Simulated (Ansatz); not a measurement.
Structures of Cd$_{3}$S$_{2}$: which is lowest?

Plane-wave DFT in Ansatz with scalar-relativistic PAW potentials, cutoff 420 eV, Γ-centred meshes chosen by cell and gap, Gaussian smearing with energies taken to zero width. Every cell was relaxed (cell and atoms) in a run of its own, within the symmetry of its start. Functional: PBE.

Relaxed structures (starts from databases or built by putting these elements on another compound's sites):
A. P-3m1, 5 atoms in the computed cell, a = 4.323 Å, c = 9.896 Å; sites (symmetry × multiplicity) Cd -3m. × 1 + 3m. × 2, S 3m. × 2; start: built
B. R-3m, 5 atoms in the computed cell, a = 3.843 Å, c = 25.684 Å; sites (symmetry × multiplicity) Cd -3m × 3 + 3m × 6, S 3m × 6; start: built

**Question.** Rank them by energy. Could pressure change the order?

**Answer.**
```tsv
structure	group	E − E(lowest) (meV/atom)	V (Å³/atom)	gap on mesh (eV)
B	R-3m	0.0	21.90	0.18
A	P-3m1	84	32.04	0.26
```

B is lowest, 84 meV/atom under A. The lowest is also the densest of these, so pressure wouldn't bring one of the others in at first order. Other structures may lie lower than all of these, and vibrations aren't counted.